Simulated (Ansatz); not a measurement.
Computed with Ansatz, DFT PBEsol, scalar-relativistic, plane waves, PAW.

Structure of SnAu$_{3}$:

```xyz
8
Lattice="5.8558 0.0000 0.0000 -2.9279 5.0713 0.0000 0.0000 0.0000 4.9893" Properties=species:S:1:pos:R:3 pbc="T T T"
Sn    0.0000    3.3808    3.7420
Sn    2.9279    1.6904    1.2473
Au    0.0000    1.6744    1.2473
Au    1.4778    4.2341    1.2473
Au   -1.4778    4.2341    1.2473
Au    2.9279    3.3969    3.7420
Au    1.4501    0.8372    3.7420
Au    4.4057    0.8372    3.7420
```

Settings: cutoff 420 eV, Γ-centred mesh 6×6×8 on the computed 8-atom cell, Gaussian smearing of 0.10 eV; no spin polarisation.

Levels along Γ–M–K–Γ–A–L–H–A | L–M | H–K, in eV from the Fermi level, sorted by energy at each point. Points in fractions of the primitive reciprocal vectors: Γ (0.000 0.000 0.000), M (0.500 0.000 0.000), K (0.333 0.333 0.000), A (0.000 0.000 0.500), L (0.500 0.000 0.500), H (0.333 0.333 0.500).
```
point k (1/Å, with 2π) band 68  band 69  band 70  band 71  band 72  band 73  band 74
    Γ             0.000    -1.79    -1.23    -1.23    -0.31    -0.31    -0.21     2.64
    -             0.088    -2.01    -1.25    -1.01    -0.21    -0.19     0.02     1.93
    -             0.177    -2.18    -1.26    -0.71    -0.08     0.07     0.76     1.26
    -             0.266    -1.67    -1.24    -0.59     0.21     0.46     0.76     1.69
    -             0.354    -1.21    -1.12    -0.59     0.08     0.94     0.96     2.25
    -             0.443    -1.17    -0.61    -0.56    -0.21     1.40     1.47     1.80
    -             0.531    -1.15    -0.62    -0.40     0.02     1.25     1.66     1.97
    M             0.620    -1.14    -0.61    -0.47     0.48     0.80     1.73     2.20
    -             0.671    -1.12    -0.60    -0.49     0.50     0.81     1.64     2.34
    -             0.722    -1.05    -0.55    -0.53     0.56     0.84     1.49     2.34
    -             0.773    -0.97    -0.59    -0.45     0.67     0.91     1.33     2.04
    -             0.824    -0.91    -0.65    -0.26     0.80     0.99     1.15     1.82
    -             0.875    -0.86    -0.71     0.00     0.94     0.97     1.09     1.70
    -             0.926    -0.83    -0.76     0.31     0.74     1.17     1.21     1.46
    K             0.977    -0.80    -0.80     0.56     0.56     1.33     1.34     1.34
    -             1.079    -0.84    -0.72     0.29     0.44     0.63     1.64     1.68
    -             1.181    -0.83    -0.64    -0.08     0.12     0.14     1.79     1.95
    -             1.284    -0.79    -0.77    -0.70    -0.01     0.13     1.95     2.26
    -             1.386    -1.42    -0.91    -0.77    -0.12     0.48     1.33     1.95
    -             1.488    -2.02    -1.11    -0.80    -0.19     0.48     0.94     1.07
    -             1.590    -2.06    -1.22    -0.99    -0.23    -0.11     0.10     1.82
    Γ             1.692    -1.79    -1.23    -1.23    -0.31    -0.31    -0.21     2.64
    -             1.782    -1.79    -1.27    -1.27    -0.33    -0.33     0.13     1.96
    -             1.872    -1.79    -1.41    -1.41    -0.40    -0.40     0.90     1.23
    -             1.962    -1.78    -1.62    -1.62    -0.52    -0.52     0.60     1.81
    -             2.052    -1.92    -1.75    -1.61    -0.70    -0.70     0.13     2.14
    -             2.142    -2.16    -1.71    -1.44    -0.96    -0.96    -0.07     1.69
    -             2.232    -2.10    -1.64    -1.44    -1.30    -1.30     0.11     1.11
    A             2.322    -1.69    -1.69    -1.69    -1.54    -1.54     0.55     0.55
    -             2.411    -1.87    -1.56    -1.56    -1.45    -1.45     0.57     0.57
    -             2.499    -2.14    -1.44    -1.44    -1.34    -1.34     0.79     0.79
    -             2.588    -2.43    -1.51    -1.51    -1.11    -1.11     1.26     1.26
    -             2.676    -2.58    -1.57    -1.57    -0.93    -0.93     1.85     1.85
    -             2.765    -2.58    -1.62    -1.62    -0.79    -0.79     2.49     2.49
    -             2.853    -2.57    -1.64    -1.64    -0.71    -0.71     3.07     3.07
    L             2.942    -2.56    -1.65    -1.65    -0.69    -0.69     3.35     3.35
    -             2.993    -2.57    -1.74    -1.74    -0.56    -0.56     3.19     3.19
    -             3.044    -2.58    -1.93    -1.93    -0.28    -0.28     2.88     2.88
    -             3.095    -2.59    -2.13    -2.13     0.08     0.08     2.56     2.56
    -             3.146    -2.60    -2.31    -2.31     0.47     0.47     2.27     2.27
    -             3.197    -2.61    -2.44    -2.44     0.86     0.86     2.02     2.02
    -             3.248    -2.61    -2.52    -2.52     1.21     1.21     1.81     1.81
    H             3.299    -2.62    -2.54    -2.54     1.36     1.36     1.73     1.73
    -             3.401    -2.60    -2.49    -2.49     1.08     1.08     1.67     1.67
    -             3.504    -2.58    -2.39    -2.39     0.62     0.62     1.43     1.43
    -             3.606    -2.50    -2.24    -2.24     0.07     0.07     1.25     1.25
    -             3.708    -2.35    -2.02    -2.02    -0.50    -0.50     1.06     1.06
    -             3.810    -2.13    -1.76    -1.76    -1.01    -1.01     0.81     0.81
    -             3.912    -1.89    -1.59    -1.59    -1.39    -1.39     0.58     0.58
    A             4.015    -1.69    -1.69    -1.69    -1.54    -1.54     0.55     0.55
    L             4.015    -2.56    -1.65    -1.65    -0.69    -0.69     3.35     3.35
    -             4.105    -2.38    -1.97    -1.23    -0.84    -0.43     2.91     3.72
    -             4.194    -2.28    -2.05    -0.94    -0.76    -0.06     2.52     3.51
    -             4.285    -2.26    -1.86    -1.00    -0.30     0.43     2.25     3.12
    -             4.374    -1.81    -1.54    -1.05     0.07     0.99     2.18     2.42
    -             4.464    -1.24    -1.18    -1.10     0.28     1.57     1.69     2.35
    -             4.554    -1.13    -0.81    -0.71     0.39     1.08     2.04     2.07
    M             4.644    -1.14    -0.61    -0.47     0.48     0.80     1.73     2.20
    H             4.644    -2.62    -2.54    -2.54     1.36     1.36     1.73     1.73
    -             4.734    -2.67    -2.38    -2.38     1.09     1.09     2.07     2.07
    -             4.824    -2.38    -2.09    -2.09     0.77     0.77     2.55     2.61
    -             4.914    -1.86    -1.76    -1.76     0.52     0.52     2.17     3.21
    -             5.004    -1.41    -1.41    -1.19     0.36     0.36     1.83     3.07
    -             5.094    -1.10    -1.10    -0.38     0.32     0.32     1.56     2.30
    -             5.184    -0.88    -0.88     0.43     0.43     0.53     1.39     1.66
    K             5.274    -0.80    -0.80     0.56     0.56     1.33     1.34     1.34
```

Spin-orbit coupling is left out, which matters for the bands of heavy elements.

Cost: 1 run of about 1.2 core-minutes, on AMD EPYC 9R45 (Zen 5) (shared hosts).